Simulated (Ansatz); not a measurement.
Elastic constants of Mo at 18 GPa (stress–strain coefficients): input and output

The calculation used Ansatz, DFT LDA, scalar-relativistic, plane waves, PAW.

Launched with:
```bash
ansatz run input.yaml --threads 1 --pin off --max-ram 3072MiB --backend cpu --events-out ev --progress --plain --runs-dir out
```

Input (bare energies are in eV):
```yaml
crystal:
  lattice:
    - [-1.5275984493, 1.5275984493, 1.5275984493]
    - [1.5275984493, -1.5275984493, 1.5275984493]
    - [1.5275984493, 1.5275984493, -1.5275984493]
  atoms:
    - { symbol: Mo, position: [0.0, 0.0, 0.0] }
basis:
  ecutwfc: 420
kpoints:
  mp_grid: { grid: [20, 20, 20] }
hamiltonian:
  xc: lda
scf:
  occupations: { method: fermi_dirac, width: 0.15 }
output:
  forces: true
  stress: true
  eigenvalues: true
elastic:
  mode: relaxed_ion
  amplitude: 0.005
```

From the output:
```
--- Elastic constants: 2 strain directions × 4 members + reference (group order 48) ---
  dense FFT box of the reference and of every strained cell: 18×18×18
  strains applied: 11, 23; error gains: componentwise 1.00 (the most a stress slope's error grows in a printed constant), spectral 1.73 (1 for all six strains in a standard setting)
  C = ∂σ_k/∂η_j (tension-positive GPa; Voigt order 11 22 33 23 13 12):
       608.429    240.249    240.249     -0.000      0.000      0.000
       240.249    608.429    240.249     -0.000      0.000      0.000
       240.249    240.249    608.429     -0.000      0.000      0.000
        -0.000     -0.000      0.000    129.441     -0.000     -0.000
        -0.000     -0.000     -0.000      0.000    129.441      0.000
        -0.000      0.000     -0.000     -0.000      0.000    129.441
  reference stress σ⁰ (GPa):    -17.999    -17.999    -17.999      0.000      0.000      0.000
  C* (energy form; C + prestress term) asymmetry max|C*_kj − C*_jk| = 5.684e-14 GPa — a small one proves nothing (zero by symmetry where the batch's group is 432, −43m or m−3m); a large one is finite-difference/SCF noise where every solve ...
  moduli (Voigt/Reuss/Hill, GPa): K = 362.98/362.98/362.98   G = 151.30/146.88/149.09   E = 393.41   ν = 0.319
  mechanically stable: yes (min eigenvalue of sym C = 129.44 GPa)
  strain η (Voigt 11):  stress-route row diagonal C_11 = 608.43 GPa, energy-path curvature d²(F+E_count+ΔE)/dδ²/Ω₀ = 608.39 GPa
    cells at ±δ against ±2δ: C21 240.30 and 240.46 GPa, apart by 0.03 % of the column's largest entry
         δ    σ_11 (GPa) F (eV) n_scf n_hpsi n_pw
    -1.000e-2     -24.2657       -4842.8221007       7  130283    289   relax 0 steps, max|allowed force component| 0.00e0 eV/Å
    -5.000e-3     -21.0867       -4842.8321878       3  106674    289   relax 0 steps, max|allowed force component| 0.00e0 eV/Å
     5.000e-3     -15.0022       -4842.8482199       4  109109    321   relax 0 steps, max|allowed force component| 0.00e0 eV/Å
     1.000e-2     -12.0955       -4842.8542457       6  116967    321   relax 0 steps, max|allowed force component| 0.00e0 eV/Å
  strain η (Voigt 23):  stress-route row diagonal C_44 = 129.44 GPa, energy-path curvature d²(F+E_count+ΔE)/dδ²/Ω₀ = 138.42 GPa
    cells at ±δ against ±2δ: C44 129.46 and 129.51 GPa, apart by 0.04 % of the column's largest entry
         δ    σ_23 (GPa) F (eV) n_scf n_hpsi n_pw
    -1.000e-2      -1.2951       -4842.8402645       7  247074    301   relax 0 steps, max|allowed force component| 0.00e0 eV/Å
    -5.000e-3      -0.6473       -4842.8407267       3  186106    313   relax 0 steps, max|allowed force component| 0.00e0 eV/Å
     5.000e-3       0.6473       -4842.8407267       3  185223    313   relax 0 steps, max|allowed force component| 0.00e0 eV/Å
     1.000e-2       1.2951       -4842.8402645       6  211663    301   relax 0 steps, max|allowed force component| 0.00e0 eV/Å
```

It took 63 s on 1 thread of Intel(R) Xeon(R) Processor @ 2.70GHz, on a shared host, peak memory 0.5 GiB.

In a metal, frequencies and elastic constants depend on the k mesh and the smearing, soft modes and shear constants most.